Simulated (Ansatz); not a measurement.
input.yaml (Ansatz 0.2.0):

```yaml
crystal:
  lattice:
    - [4.1497576262, 0.0, 0.0]
    - [-2.0748788131, 3.5937955239, 0.0]
    - [0.0, 0.0, 4.440507289]
  atoms:
    - { symbol: Bi, position: [0.0, 0.0, 0.0] }
    - { symbol: Te, position: [0.6666666667, 0.3333333333, 0.5270239394] }
basis:
  ecutwfc: 420
  ecutrho_ratio: 4
kpoints:
  mp_grid: { grid: [10, 10, 8] }
hamiltonian:
  xc: pbe
scf:
  occupations: { method: gaussian, width: 0.05 }
output:
  forces: true
  stress: true
  eigenvalues: true
  write_density: true
  write_potential: true
  elf: true
  volumetric_format: npy
```

Launched as:
```sh
ansatz run input.yaml --threads 2 --pin off --max-ram 2662MiB --backend cpu --events-out ev --progress --plain --runs-dir out
```

This is a trial structure; measured cells of the compound in the Crystallography Open Database are in space groups P-3m1, Fm-3m (rock salt).

Q: Predict the main results.

A: Pressure 0.4 GPa, gap on the mesh zero (metallic), largest force component 0.162 eV/Å (PBE, scalar-relativistic).

What the program printed, in part:

```
Pseudopotentials: kind: paw
Pseudopotential: Bi, paw, valence charge 15, recommended cutoff 420 eV (normal), Bi.paw.azcp
Pseudopotential: Te, paw, valence charge 16, recommended cutoff 420 eV (normal), Te.paw.azcp
Crystal: 2 atoms, lattice volume = 66.223 Å³
Basis set: ecut = 420 eV, 1269 PW (Γ), exchange–correlation on 60×60×60 points (8 copies of the dense FFT grid, shifted against one another)
Bands: 20, of which v1, the nominal top of the filled ones, is band 16 counted from 1 (15 counted from 0)
Symmetry: 6 space group operations
Space group: P3m1 (ITA 156), of the structure as read, at distance tolerance 4.0e-5 Å
k-points: 94 of 800 (time reversal used)
Initial density: superposition of atomic densities (neutral atoms: chi_scale 0, normalization atom), corrected by the library's trained network
Initial wavefunctions: pseudopotential atomic-orbital guess
Functional: x = pbe(κ = 0.804, μ = 0.21951), c = pbe(β = 0.06672)
```

```
SCF iter   1: F=—  HF=-19376.487019 eV  |F-HF|=—  |Δ(HF+E_count)|=         —  Δρ=1.55e-3  dr2=1.26e-3  ethr=1.77e-3  ⟨swp⟩=6.5  Hψ=9839  notcnv=0
SCF iter   2: F=—  HF=-19376.486398 eV  |F-HF|=—  |Δ(HF+E_count)|=   6.21e-4  Δρ=9.52e-4  dr2=4.84e-4  ethr=4.06e-6  ⟨swp⟩=2.0  Hψ=4156  notcnv=0  defer=2
SCF iter   3: F=—  HF=-19376.486959 eV  |F-HF|=—  |Δ(HF+E_count)|=   5.61e-4  Δρ=3.49e-4  dr2=6.30e-5  ethr=1.56e-6  ⟨swp⟩=2.0  Hψ=2828  notcnv=0  defer=2
SCF iter   4: F=—  HF=-19376.486973 eV  |F-HF|=—  |Δ(HF+E_count)|=   1.36e-5  Δρ=1.43e-4  dr2=1.10e-5  ethr=2.03e-7  ⟨swp⟩=2.0  Hψ=2358  notcnv=0  defer=2
SCF iter   5: F=—  HF=-19376.486968 eV  |F-HF|=—  |Δ(HF+E_count)|=   4.77e-6  Δρ=1.75e-5  dr2=2.12e-7  ethr=3.55e-8  ⟨swp⟩=2.0  Hψ=3298  notcnv=0  defer=2
SCF iter   6: F=—  HF=-19376.486968 eV  |F-HF|=—  |Δ(HF+E_count)|=   1.67e-7  Δρ=1.23e-5  dr2=1.04e-7  ethr=3.23e-10  ⟨swp⟩=13.0  Hψ=16717  notcnv=0
SCF iter   7: F=-19376.486968 eV  HF=-19376.486968 eV  |F-HF|=7.79e-9  |Δ(HF+E_count)|=   4.22e-8  Δρ=4.22e-6  dr2=9.35e-9  ethr=3.23e-10  ⟨swp⟩=9.2  Hψ=11772  notcnv=0
```

```
SCF 1 converged in 7 iterations: F = -19376.486968 eV  dr2 = 9.35e-9
SCF converged after 7 iterations
Free energy (F): -19376.486968 eV
E sigma→0 (E₀):  -19376.485809 eV
Entropy (-TS):   -0.002318 eV (-1.159 meV/atom)
Fermi energy:    10.091701 eV
--- Forces (eV/Å), atoms counted from 1 ---
  atom   1  Bi     0.00000000     0.00000000     0.16175329
  atom   2  Te     0.00000000     0.00000000    -0.16175100
--- Stress (GPa, compression-positive) ---
        0.236336       0.000000       0.000000
        0.000000       0.236336       0.000000
        0.000000       0.000000       0.613054
  P = ⅓ Tr σ = 0.3619 GPa (3.619 kbar)
--- Band table (eV; the first three rows and the last of 94) ---
  k-point 0: bands = ["-27.0463", "-27.0300", "-27.0300", "-26.9856", "-26.9856", "-13.2209", "-13.1934", "-13.1934", "-13.1817", "-13.1817", "-3.4544", "1.5467", "6.1470", "8.5678", "8.5678", "11.7797", "11.7797", "13.1375", "14.5474", "15.4471"]
  k-point 1: bands = ["-27.0461", "-27.0300", "-27.0300", "-26.9856", "-26.9856", "-13.2191", "-13.1939", "-13.1939", "-13.1816", "-13.1816", "-3.3450", "1.1383", "6.5614", "8.6566", "8.6566", "11.7359", "11.7359", "13.1865", "14.1718", "15.6744"]
  k-point 2: bands = ["-27.0458", "-27.0301", "-27.0301", "-26.9856", "-26.9856", "-13.2148", "-13.1952", "-13.1952", "-13.1812", "-13.1812", "-3.0209", "0.2453", "7.4775", "8.9010", "8.9010", "11.5806", "11.5806", "12.3469", "14.7530", "16.0823"]
  k-point 93: bands = ["-27.0439", "-27.0309", "-27.0307", "-26.9845", "-26.9839", "-13.2110", "-13.2051", "-13.1950", "-13.1722", "-13.1649", "-0.7476", "-0.5057", "5.1495", "5.2725", "7.0061", "7.9582", "13.8943", "14.0950", "17.4051", "18.3720"]
```

Cost: 11 s on 2 threads of Arm Neoverse V1, with other jobs on the host, peak memory 0.43 GiB.

Absolute energies hang on the potentials; compare differences alone.

No spin–orbit coupling, a notable omission for heavy elements. The cell is a metal with an odd number of electrons, and spin polarisation wasn't tried.
